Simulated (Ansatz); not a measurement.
A geometry of TiAl away from equilibrium: the start of the relaxation of a relaxed TiAl cell, doubled along one cell vector, shaken by Gaussian noise of σ = 0.08 Å a coordinate. These are r2SCAN (plane waves to 500 eV, PAW, scalar-relativistic; Ansatz, a program for electronic structure) values and carry that method's errors. Γ-centred k-mesh 5×9×9 on the run's cell (coarser than for final values), Fermi–Dirac smearing 0.05 eV.

```xyz
8
Lattice="0.0000 6.3495 6.3495 3.1747 0.0000 3.1747 3.1747 3.1747 0.0000" Properties=species:S:1:pos:R:3 pbc="T T T"
Al     1.5865     1.5463     1.6594
Al     1.6703     4.7566     4.7798
Al     0.0253     0.0730    -0.0733
Al    -0.0516     3.0718     3.1804
Ti     3.2121     3.2133     3.3073
Ti     3.1441     6.3868     6.3358
Ti     4.8087     4.7627     4.8075
Ti     4.7977     8.0013     7.8987
```

What forces act on the atoms (eV/Å)?


```csv
atom,Fx,Fy,Fz
Al1,0.18,0.44,-0.20
Al2,-0.87,0.03,0.10
Al3,0.15,-0.33,0.39
Al4,0.64,0.76,0.26
Ti5,0.08,-0.51,-0.45
Ti6,0.34,0.06,0.14
Ti7,-0.37,-0.48,-0.15
Ti8,-0.16,0.03,-0.09
```

What is the pressure?

+0.8 GPa, compression positive.

How far above the relaxed end point is this geometry?

0.35 eV/atom; the path ends in I4₁/amd (No. 141).

No spin polarisation in the result.

The end of the path is a generated cell of TiAl: the first start was made by placing the elements on the sites of a structure type, and the end was not matched to a known phase here, so it may be hypothetical. Known forms of TiAl include space group No. 123.
